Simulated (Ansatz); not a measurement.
**Al (P6_3/mmc), clamped-ion strain scan**

These are results of Ansatz 0.2.0, DFT PBEsol, scalar-relativistic, plane waves, PAW, not measurements. Settings: plane waves to 420 eV, k-mesh 21×21×10 (Γ-centred), Gaussian smearing 0.15 eV. No spin polarisation. Energies are free energies at this smearing, counted from the undisturbed cell; pressure is positive in compression.

The starting cell (as given, not relaxed at this level; it stands at -1.3 GPa; this form isn't the usual structure):

```xyz
2
Lattice="2.8125 0.0000 0.0000 -1.4062 2.4357 0.0000 0.0000 0.0000 4.8669" Properties=species:S:1:pos:R:3 pbc="T T T"
Al    1.4062    0.8119    3.6501
Al    0.0000    1.6238    1.2167
```

The cell is strained by ε times the Voigt pattern (1, 1, 0, 0, 0, 0) (xx, yy, zz, yz, xz, xy; engineering shear) with fractional coordinates fixed. The cell is metallic on the mesh throughout.

```tsv
ε	ΔE (meV/atom)
-0.1500	802.9
-0.1125	381.9
-0.0750	142.7
-0.0375	28.5
0.0000	0.0
0.0375	27.7
0.0750	90.1
0.1125	177.4
0.1312	227.3
0.1500	279.8
```

(1) Predict the stress summed along the pattern (GPa, tension positive) at each point.

Results:

(1)
```tsv
ε	stress summed along the pattern (GPa, tension positive)
-0.1500	-161.09
-0.1125	-92.11
-0.0750	-46.78
-0.0375	-17.65
0.0000	0.90
0.0375	11.78
0.0750	18.15
0.1125	22.34
0.1312	23.27
0.1500	23.75
```